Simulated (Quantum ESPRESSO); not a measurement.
# Si2AsO5N: finding a planted mistake in a log

Computed values, not a measurement. The program is pw.x of Quantum ESPRESSO 7.5 (plane-wave density functional theory). The cell is made up: 9 atoms on a quartz lattice, with randomly drawn elements, strain and displacements, not relaxed. PseudoDojo standard norm-conserving files (v0.5 for PBE, v0.4.1 for LDA and PBEsol) set the functional; there is no spin polarisation, spin-orbit coupling or dispersion term, and the masses in the input are unused placeholders.

Intended input:

```
&control calculation='scf', pseudo_dir='./dojo.nc.sr.pbe.v0_5.standard.upf', outdir='./o', disk_io='low', tprnfor=.true., tstress=.true. /
&system ibrav=0, nat=9, ntyp=4, nbnd=35, ecutwfc=84.00895049, nosym=.true., tot_charge=0,
 occupations='smearing', smearing='fd', degauss=0.0018374661
/
&electrons conv_thr=7.350e-09, electron_maxstep=60, /
ATOMIC_SPECIES
As 1.0 As.upf
N 1.0 N.upf
O 1.0 O.upf
Si 1.0 Si.upf
CELL_PARAMETERS angstrom
5.0756 0.0 0.0
-2.5378 4.3956 0.0
0.0 0.0 5.571
ATOMIC_POSITIONS angstrom
Si 2.327 -0.0246 3.6659
As -1.3468 1.9812 1.855
Si 1.2806 2.211 -0.0146
O 1.414 1.0907 4.3514
O 3.3198 0.6588 2.5484
O 2.8608 2.565 0.8199
O 0.3528 1.73 1.1461
N -1.0481 3.1923 3.085
O 0.9008 3.6999 4.9835
K_POINTS automatic
5 5 4 1 1 1
```

The log is shortened where brackets say so; the opening notice, blank lines, dates and the lines on written files are dropped, and the path of the files is cut. It prints rydbergs, bohrs and kilobars, and counts compression as positive stress. Where no state is partly filled, the Fermi energy that it prints is only some level between the filled and the empty states on the mesh, and need not lie in the true gap.

Log of the intended run:

```
     Program PWSCF v.7.5
     Parallel version (MPI & OpenMP), running on       4 processor cores
     Number of MPI processes:                 4
     Threads/MPI process:                     1
     [start-up lines left out]
     bravais-lattice index     =            0
     lattice parameter (alat)  =       9.5915  a.u.
     unit-cell volume          =     838.7554 (a.u.)^3
     number of atoms/cell      =            9
     number of atomic types    =            4
     number of electrons       =        58.00
     number of Kohn-Sham states=           35
     kinetic-energy cutoff     =      84.0090  Ry
     charge density cutoff     =     336.0358  Ry
     scf convergence threshold =      7.3E-09
     mixing beta               =       0.7000
     number of iterations used =            8  plain     mixing
     Exchange-correlation= PBE
                           (   1   4   3   4   0   0   0)
     [axes and pseudopotential details left out]
   Cartesian axes
     site n.     atom                  positions (alat units)
         1        Si     tau(   1) = (   0.4584680  -0.0048467   0.7222594  )
         2        As     tau(   2) = (  -0.2653479   0.3903381   0.3654740  )
         3        Si     tau(   3) = (   0.2523051   0.4356135  -0.0028765  )
         4        O      tau(   4) = (   0.2785878   0.2148909   0.8573174  )
         5        O      tau(   5) = (   0.6540705   0.1297975   0.5020884  )
         6        O      tau(   6) = (   0.5636378   0.5053590   0.1615376  )
         7        O      tau(   7) = (   0.0695090   0.3408464   0.2258058  )
         8        N      tau(   8) = (  -0.2064978   0.6289503   0.6078099  )
         9        O      tau(   9) = (   0.1774766   0.7289582   0.9818544  )
     number of k points=    50  Fermi-Dirac smearing, width (Ry)=  0.0018
                       cart. coord. in units 2pi/alat
        k(    1) = (   0.1000000   0.1732050   0.1138844), wk =   0.0400000
        k(    2) = (   0.1000000   0.1732050   0.3416532), wk =   0.0400000
     [further k points left out]
     Dense  grid:    87235 G-vectors     FFT dimensions: (  60,  60,  64)
     Estimated max dynamical RAM per process >     192.23 MB
     Estimated total dynamical RAM >     705.04 MB
     Initial potential from superposition of free atoms
     starting charge      57.9985, renormalised to      58.0000
     Starting wfcs are   41 randomized atomic wfcs
     total cpu time spent up to now is        5.4 secs
     per-process dynamical memory:   145.4 Mb
     Self-consistent Calculation
     iteration #  1     ecut=    84.01 Ry     beta= 0.70
     Davidson diagonalization with overlap
     ethr =  1.00E-02,  avg # of iterations =  3.0
     total cpu time spent up to now is       17.3 secs
     total energy              =    -414.13591588 Ry
     estimated scf accuracy    <       2.75914048 Ry
     iteration #  2     ecut=    84.01 Ry     beta= 0.70
     Davidson diagonalization with overlap
     ethr =  4.76E-03,  avg # of iterations =  3.0
     total cpu time spent up to now is       28.5 secs
     total energy              =    -414.87572255 Ry
     estimated scf accuracy    <       2.16753909 Ry
     [iterations 3 to 9 left out]
     iteration # 10     ecut=    84.01 Ry     beta= 0.70
     Davidson diagonalization with overlap
     ethr =  1.97E-09,  avg # of iterations =  2.0
     total cpu time spent up to now is      108.1 secs
     total energy              =    -415.31547829 Ry
     estimated scf accuracy    <       0.00000008 Ry
     iteration # 11     ecut=    84.01 Ry     beta= 0.70
     Davidson diagonalization with overlap
     ethr =  1.45E-10,  avg # of iterations =  2.3
     total cpu time spent up to now is      117.3 secs
     End of self-consistent calculation
     [lines on levels left out]
     the Fermi energy is     5.5973 ev
!    total energy              =    -415.31547831 Ry
     estimated scf accuracy    <          7.3E-09 Ry
     smearing contrib. (-TS)   =       0.00000000 Ry
     internal energy E=F+TS    =    -415.31547831 Ry
     The total energy is F=E-TS. E is the sum of the following terms:
     one-electron contribution =    -284.06199160 Ry
     hartree contribution      =     169.46489133 Ry
     xc contribution           =    -102.68149455 Ry
     ewald contribution        =    -198.03688350 Ry
     convergence has been achieved in  11 iterations
     Forces acting on atoms (cartesian axes, Ry/au):
     atom    1 type  4   force =     0.09826388   -0.05502000    0.10695736
     atom    2 type  1   force =     0.48381091    0.15824366    0.34079384
     atom    3 type  4   force =     0.04824232    0.08440654   -0.08598836
     atom    4 type  3   force =     0.00570825    0.06586409    0.06172179
     atom    5 type  3   force =    -0.04672315   -0.23532820    0.08353072
     atom    6 type  3   force =    -0.38390809    0.15191130   -0.43683070
     atom    7 type  3   force =    -0.08030541   -0.04973832    0.06114951
     atom    8 type  2   force =    -0.08844173   -0.13967071   -0.08255735
     atom    9 type  3   force =    -0.03664697    0.01933164   -0.04877680
     Total force =     0.949279     Total SCF correction =     0.000225
     Computing stress (Cartesian axis) and pressure
          total   stress  (Ry/bohr**3)                   (kbar)     P=      117.76
   0.00048051   0.00011138   0.00028327           70.69       16.39       41.67
   0.00011138   0.00099693  -0.00078135           16.39      146.65     -114.94
   0.00028327  -0.00078135   0.00092412           41.67     -114.94      135.94
     init_run     :      5.16s CPU      5.35s WALL (       1 calls)
     electrons    :    111.26s CPU    111.90s WALL (       1 calls)
     forces       :      1.42s CPU      1.45s WALL (       1 calls)
     stress       :      4.87s CPU      4.87s WALL (       1 calls)
     [timing details left out]
     PWSCF        :   2m 2.88s CPU   2m 3.79s WALL
     JOB DONE.
```

A second run was made from an input with one planted mistake. Its log:

```
     Program PWSCF v.7.5
     Parallel version (MPI & OpenMP), running on       4 processor cores
     Number of MPI processes:                 4
     Threads/MPI process:                     1
     [start-up lines left out]
     bravais-lattice index     =            0
     lattice parameter (alat)  =       9.5915  a.u.
     unit-cell volume          =     838.7554 (a.u.)^3
     number of atoms/cell      =            9
     number of atomic types    =            4
     number of electrons       =        58.00
     number of Kohn-Sham states=           35
     kinetic-energy cutoff     =      84.0090  Ry
     charge density cutoff     =     336.0358  Ry
     scf convergence threshold =      7.3E-09
     mixing beta               =       0.7000
     number of iterations used =            8  plain     mixing
     Exchange-correlation= PBE
                           (   1   4   3   4   0   0   0)
     [axes and pseudopotential details left out]
   Cartesian axes
     site n.     atom                  positions (alat units)
         1        Si     tau(   1) = (   0.4584680  -0.0048467   0.7222594  )
         2        As     tau(   2) = (  -0.2653479   0.3903381   0.3654740  )
         3        Si     tau(   3) = (   0.2523051   0.4356135  -0.0028765  )
         4        O      tau(   4) = (   0.2785878   0.2148909   0.8573174  )
         5        O      tau(   5) = (   0.6540705   0.1297975   0.5020884  )
         6        O      tau(   6) = (   0.5636378   0.5053590   0.1615376  )
         7        O      tau(   7) = (   0.0695090   0.3408464   0.2258058  )
         8        N      tau(   8) = (  -0.2064978   0.6289503   0.6078099  )
         9        O      tau(   9) = (   0.1774766   0.7289582   0.9818544  )
     number of k points=     1  Fermi-Dirac smearing, width (Ry)=  0.0018
                       cart. coord. in units 2pi/alat
        k(    1) = (  -0.5000000  -0.8660251  -0.4555376), wk =   2.0000000
     Dense  grid:    87235 G-vectors     FFT dimensions: (  60,  60,  64)
     Estimated max dynamical RAM per process >     116.51 MB
     Estimated total dynamical RAM >     402.16 MB
     Initial potential from superposition of free atoms
     starting charge      57.9985, renormalised to      58.0000
     Starting wfcs are   41 randomized atomic wfcs
     total cpu time spent up to now is        2.2 secs
     per-process dynamical memory:    67.1 Mb
     Self-consistent Calculation
     iteration #  1     ecut=    84.01 Ry     beta= 0.70
     Davidson diagonalization with overlap
     ethr =  1.00E-02,  avg # of iterations =  3.0
     total cpu time spent up to now is        3.1 secs
     total energy              =    -414.11652617 Ry
     estimated scf accuracy    <       2.78289324 Ry
     iteration #  2     ecut=    84.01 Ry     beta= 0.70
     Davidson diagonalization with overlap
     ethr =  4.80E-03,  avg # of iterations =  3.0
     total cpu time spent up to now is        4.0 secs
     total energy              =    -414.88748832 Ry
     estimated scf accuracy    <       2.07418749 Ry
     [iterations 3 to 10 left out]
     iteration # 11     ecut=    84.01 Ry     beta= 0.70
     Davidson diagonalization with overlap
     ethr =  1.23E-10,  avg # of iterations =  3.0
     total cpu time spent up to now is       11.5 secs
     total energy              =    -415.30148840 Ry
     estimated scf accuracy    <          8.0E-09 Ry
     iteration # 12     ecut=    84.01 Ry     beta= 0.70
     Davidson diagonalization with overlap
     ethr =  1.37E-11,  avg # of iterations =  2.0
     total cpu time spent up to now is       12.2 secs
     End of self-consistent calculation
     [lines on levels left out]
     the Fermi energy is     6.7596 ev
!    total energy              =    -415.30148840 Ry
     estimated scf accuracy    <          3.0E-09 Ry
     smearing contrib. (-TS)   =       0.00000000 Ry
     internal energy E=F+TS    =    -415.30148840 Ry
     The total energy is F=E-TS. E is the sum of the following terms:
     one-electron contribution =    -284.07187334 Ry
     hartree contribution      =     169.50974623 Ry
     xc contribution           =    -102.70247779 Ry
     ewald contribution        =    -198.03688350 Ry
     convergence has been achieved in  12 iterations
     Forces acting on atoms (cartesian axes, Ry/au):
     atom    1 type  4   force =     0.09615448   -0.07018848    0.11554611
     atom    2 type  1   force =     0.46524835    0.14482313    0.32833358
     atom    3 type  4   force =     0.04566470    0.07845071   -0.09225782
     atom    4 type  3   force =     0.02277523    0.07988022    0.08001005
     atom    5 type  3   force =    -0.01029092   -0.23661629    0.05015409
     atom    6 type  3   force =    -0.37238286    0.11709313   -0.42860912
     atom    7 type  3   force =    -0.07099348   -0.01903190    0.05201238
     atom    8 type  2   force =    -0.11602302   -0.11683277   -0.04485384
     atom    9 type  3   force =    -0.06015248    0.02242225   -0.06033543
     Total force =     0.917875     Total SCF correction =     0.000094
     Computing stress (Cartesian axis) and pressure
          total   stress  (Ry/bohr**3)                   (kbar)     P=      120.15
   0.00045309   0.00006525   0.00019925           66.65        9.60       29.31
   0.00006525   0.00095928  -0.00073079            9.60      141.12     -107.50
   0.00019925  -0.00073079   0.00103784           29.31     -107.50      152.67
     init_run     :      2.07s CPU      2.14s WALL (       1 calls)
     electrons    :      9.95s CPU     10.04s WALL (       1 calls)
     forces       :      0.29s CPU      0.30s WALL (       1 calls)
     stress       :      0.57s CPU      0.58s WALL (       1 calls)
     [timing details left out]
     PWSCF        :     13.00s CPU     13.18s WALL
     JOB DONE.
```

Question: what was wrong in the second input?

Answer: the k-point mesh is too coarse. The input lines that differ, file-writing options aside:

```
- 5 5 4 1 1 1
+ 1 1 1 1 1 1
```

```
                                            intended run  run with the mistake
                          free energy (eV)     -5650.655             -5650.465
                    smearing term -TS (eV)        0.0000                0.0000
                            pressure (GPa)         11.78                 12.01
            largest force component (eV/Å)        12.439                11.962
largest change of a force component (eV/Å)                               0.969
                                iterations            11                    12
```

For scale, a rerun of the intended cell at a cutoff of 1437 eV and k mesh 7 x 7 x 6 moved values by no more than 0.004 eV in energy, 0.02 GPa in stress and 0.002 eV/Å in force.